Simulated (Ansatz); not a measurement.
The cell is SiSSe as a Janus 2H monolayer; cell and atoms were relaxed with r2SCAN. The sheet's in-plane cell has a = 3.335 Å, b = 3.335 Å (γ = 120.0°), and its outermost atoms lie 3.01 Å apart along the normal. Around Si lie 3 S at 2.40 Å and 3 Se at 2.49 Å; around S lie 3 Si at 2.40 Å; around Se lie 3 Si at 2.49 Å.

```
CELL_PARAMETERS angstrom
3.33467 0.00000 0.00000
-1.66733 2.88791 0.00000
0.00000 0.00000 29.57198
ATOMIC_POSITIONS crystal
Si 0.33333 0.66667 0.30611
S 0.66667 0.33333 0.35441
Se 0.66667 0.33333 0.25250
```
Periodic in the plane only; c spans the vacuum.

3 runs of the plane-wave code Ansatz on this cell differ in the functional (and in the settings that go with it). Levels are in eV from each run's valence top; v1 is the last filled band, c1 the first empty one.

Run A, mean stress +0.4 N/m (compression positive):
```tsv
point	v5	v3	v1	c1	c2	c3
Γ	-2.90	-1.91	0.00	1.05	3.24	3.24
M	-6.15	-3.69	-1.20	-0.48	1.12	3.39
K	-6.67	-4.69	-0.91	0.65	1.79	5.37
```

Run B, mean stress -2.4 N/m (compression positive):
```tsv
point	v5	v3	v1	c1	c2	c3
Γ	-2.90	-1.89	0.00	0.91	3.18	3.18
M	-6.16	-3.67	-1.19	-0.58	1.04	3.29
K	-6.69	-4.67	-0.88	0.56	1.71	5.28
```

Run C, mean stress 0.0 N/m (compression positive):
```tsv
point	v5	v3	v1	c1	c2	c3
Γ	-3.06	-2.07	0.00	1.44	3.50	3.50
M	-6.40	-3.91	-1.30	-0.28	1.43	3.76
K	-6.93	-4.90	-0.99	0.89	2.08	5.77
```

Task: Match the runs to LDA, PBE, r2SCAN.

Result: A is PBE, B is LDA, C is r2SCAN. In order of the gap: LDA none (overlap 0.58), PBE none (overlap 0.48), r2SCAN none (overlap 0.28) eV. The stress vanishes for r2SCAN, which relaxed the cell.

The calculation is spin-unpolarised, and the structure need not be a phase that has been made.

Spin-orbit coupling is left out.

Where bands overlap, v1 and c1 are numbered by the electron count and aren't everywhere filled or empty.

Where bands overlap the cell is a metal at that level, and these k meshes limit energies, forces and stress.

For some runs the program warns that the potential is rough where the density is thin, which bears on empty states near the vacuum.
